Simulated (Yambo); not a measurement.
G0W0@PBEsol for a free-standing Li$_{2}$WS$_{4}$ monolayer (symmetry P-42m, slab cell 15.5 Å high) in Yambo (2×2×1 mesh, 5 Ry block, plasmon pole, screening fixed), without a terminator:

```json
[
 {"bands N in G": "61", "gap X → Γ (eV)": "5.660", "shift of the valence edge (eV)": "-0.471"},
 {"bands N in G": "100", "gap X → Γ (eV)": "5.697", "shift of the valence edge (eV)": "-0.773"},
 {"bands N in G": "153", "gap X → Γ (eV)": "5.686", "shift of the valence edge (eV)": "-0.944"}
]
```

Question: Extrapolate both columns to infinite N with E(N) = E∞ + A/N, test the form, and compare with the terminator.

Answer: From two points, E∞ = (N2 E2 − N1 E1)/(N2 − N1). The two largest N give 5.67 eV for the gap and -1.27 eV for the shift; the two smallest give 5.75 eV and -1.25 eV. For the gap the slopes A are -5.8 and 3.2 eV: the form isn't reached, and its limit is uncertain. For the shift the slopes A are 47 and 49 eV: the 1/N form holds. With the Bruneval-Gonze terminator and 153 bands the run gives 5.53 eV and -1.15 eV, 0.13 eV and 0.11 eV from the extrapolated values: the terminator too is an estimate of the remainder. Block, mesh and the bands in W are held fixed.

Spin-orbit coupling is not included.

Geometry relaxed with PBEsol; primitive cell a = b = 5.975 Å, c = 15.500 Å, α = β = γ = 90.00°.

This is a model layer cut from the bulk structure; whether it is stable on its own was not checked.

A shift is the quasiparticle energy of the state minus its PBEsol energy.
